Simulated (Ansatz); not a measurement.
KCl (rock salt), relaxed with HSE06 (Ansatz, a quantum-chemistry and plane-wave program, plane waves, PAW): a = b = c = 6.3447 Å, α = β = γ = 90.00°.

```
Quantity              Value
--------------------  -----
gap (eV)               6.41
B₀ by P(V) fit (GPa)   17.2
```

**Question.** The same phase is relaxed and computed with r²SCAN in the same code. What are the cell and these values now?

**Answer.** a = 6.293 Å, b = 6.293 Å, c = 6.293 Å, α = 90.00°, β = 90.00°, γ = 90.00°.

- gap (eV): 5.83
- B₀ by P(V) fit (GPa): 19.1

All cells were relaxed under the symmetry of their starts (and spin orders); stability against distortions was not tested throughout.

Potentials: the later of the program's two PAW sets.

Ansatz is a plane-wave DFT program.
